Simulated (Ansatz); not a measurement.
## MgSc$_{2}$Ga$_{2}$: pressure against volume

A database entry relaxed whole under r2SCAN (P4/mbm):

```xyz
10
Lattice="7.2105 0.0000 0.0000 0.0000 7.2105 0.0000 0.0000 0.0000 3.8292" Properties=species:S:1:pos:R:3 pbc="T T T"
Mg    0.0000    0.0000    0.0000
Mg    3.6053    3.6053    0.0000
Sc    1.2607    4.8660    1.9146
Sc    2.3445    1.2607    1.9146
Sc    5.9498    2.3445    1.9146
Sc    4.8660    5.9498    1.9146
Ga    2.7155    6.3208    0.0000
Ga    0.8898    2.7155    0.0000
Ga    4.4950    0.8898    0.0000
Ga    6.3208    4.4950    0.0000
```

The cell was scaled uniformly, its shape held, and the atoms relaxed at each volume with plane-wave PAW DFT (Ansatz 0.2.0; r2SCAN, 500 eV, 5×5×9 Γ-centred mesh, fermi-dirac occupations of width 0.100 eV; no spin, no spin-orbit coupling). One row is withheld.

| volume (Å³/atom) | energy over the lowest (meV/atom) | pressure (GPa) |
| --- | --- | --- |
| 18.714 | 18.3 | 5.27 |
| 19.112 | ? | ? |
| 19.511 | 1.8 | 1.58 |
| 19.909 | 0.0 | 0.00 |
| 20.307 | 1.9 | -1.44 |
| 20.705 | 7.3 | -2.73 |
| 21.103 | 15.7 | -3.90 |

**Question.** Fit the pressures of the other rows to the third-order Birch-Murnaghan form.

**Answer.** With f = [(V₀/V)^(2/3) − 1]/2 and P = 3B₀f(1 + 2f)^(5/2)[1 + 3(B₀′ − 4)f/2], least squares gives V₀ = 19.91 Å³ an atom, B₀ = 75.3 GPa and B₀′ = 4.0; the rows miss the fit by less than 0.01 GPa. The slope of the energies differs from these pressures by 0.05 GPa, since they are taken to zero smearing while pressures follow the free energy.

**Question.** What does the withheld row hold?

**Answer.** The fit gives 3.33 GPa at 19.112 Å³; the run gave 3.33 GPa and 7.8 meV an atom.

Caveats: the shape of the cell was held, so B₀ is an upper bound where the axes differ in stiffness; 0 K, fixed nuclei; the symmetry was kept, and this need not be the phase that is stable at 0 K; one mesh for all volumes; pressure is positive in compression.
